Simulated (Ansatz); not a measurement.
**Two inputs for BaTiO3 with a Ba vacancy**

This input was run with Ansatz:

```yaml
crystal:
  lattice:
    - [-4.006, 4.006, 4.006]
    - [4.006, -4.006, 4.006]
    - [4.006, 4.006, -4.006]
  atoms:
    - { symbol: Ba, position: [0.0, 0.0, 0.5] }
    - { symbol: Ba, position: [0.0, 0.5, 0.0] }
    - { symbol: Ba, position: [0.5, 0.0, 0.0] }
    - { symbol: Ti, position: [0.0, 0.0, 0.0] }
    - { symbol: Ti, position: [0.5, 0.5, 0.0] }
    - { symbol: Ti, position: [0.5, 0.0, 0.5] }
    - { symbol: Ti, position: [0.0, 0.5, 0.5] }
    - { symbol: O, position: [0.0, 0.25, 0.25] }
    - { symbol: O, position: [0.5, 0.75, 0.25] }
    - { symbol: O, position: [0.5, 0.25, 0.75] }
    - { symbol: O, position: [0.0, 0.75, 0.75] }
    - { symbol: O, position: [0.25, 0.0, 0.25] }
    - { symbol: O, position: [0.75, 0.5, 0.25] }
    - { symbol: O, position: [0.75, 0.0, 0.75] }
    - { symbol: O, position: [0.25, 0.5, 0.75] }
    - { symbol: O, position: [0.25, 0.25, 0.0] }
    - { symbol: O, position: [0.75, 0.75, 0.0] }
    - { symbol: O, position: [0.75, 0.25, 0.5] }
    - { symbol: O, position: [0.25, 0.75, 0.5] }
total_charge: -2
kpoints:
  mp_grid: { grid: [3, 3, 3] }
scf:
  occupations: { method: fermi_dirac, width: 0.01 }
hamiltonian:
  xc: rpbe
  pseudopotentials: { kind: paw }
output:
  forces: true
  stress: true
  populations: true
  efg:
    quadrupole_moments_barn: { Ba: 0.236, Ti: 0.247, O: -0.02558 }
    contact_densities: true
basis:
  ecutwfc: "18.4 Ry"
```

It converged. Of its output the block on the nuclei alone is shown, without the SCF iterations, energies, forces and stress (one atom of each set):

```
--- PAW observables at the nuclei: V_zz in 10²¹ V/m², potentials from the cell's mean, atoms counted from 1 ---
  atom   1  Ba V_zz =    -2.132825   η = 0.0000   by run symmetry: allowed   C_q = -12.1709 MHz
            electrostatic potential = -9625.336207 V   contact ρ = 2066542.352374 e/Å³
  atom   4  Ti V_zz =    -0.100266   η = 0.0000   by run symmetry: allowed   C_q = -0.5988 MHz
            electrostatic potential = -2525.495002 V   contact ρ = 56830.982940 e/Å³
  atom   8  O  V_zz =    +2.564504   η = 0.4658   by run symmetry: allowed   C_q = -1.5862 MHz
            electrostatic potential = -622.955373 V   contact ρ = 2162.583964 e/Å³
```

**Question.** Can these gradients be trusted, and how do they compare with a run on standard settings?

**Answer.** Not as converged values. Against the standard input the change is `hamiltonian.xc`: pbe → rpbe; `basis.ecutwfc`: not typed → 18.4 Ry. A site carries the number of its first atom; V_zz in 10²¹ V/m².

```csv
site,V_zz standard,η standard,V_zz here,η here
Ba,-2.13,0.00,-2.13,0.00
Ti,-0.083,0.00,-0.10,0.00
O,2.84,0.49,2.56,0.47
```

The largest change of V_zz is on O, from 2.84 to 2.56. In per cent, |V_zz| changes by 0 on Ba, -10 on O (all sites that start above 0.5). SCF iterations: 9 and 9. New warnings: cutoff below recommended. In the changed run the cutoff of 250 eV lies below the one recommended for these PAW files, so its values aren't converged ones.

On the reference run: The defect repeats with the cell of 19 atoms, so it feels its images: sites between two images don't show the values beside a lone defect, and zeros or small values of η there can come from the images' arrangement. O carries a gradient in the pure host already, so the values there aren't the defect's effect alone. This high-symmetry form of BaTiO3 is unstable when cold, to polar off-centring of Ti. The symmetry of the cell holds that distortion back, wholly or in part, and it would change the field gradients, the more the larger the distortion. A uniform background compensates the cell's charge. Without spin–orbit coupling (the program notes it for Ba) the gradients are little affected as a rule: paired runs on crystals with a gap mostly move them by under 2 % at such atoms. The cell keeps the host's lattice, where the PBE pressure is -10 GPa (in a charged cell this depends on the convention for the mean potential). The neighbours have not yet relaxed around the defect (largest force 0.55 eV/Å), so a real crystal will differ.
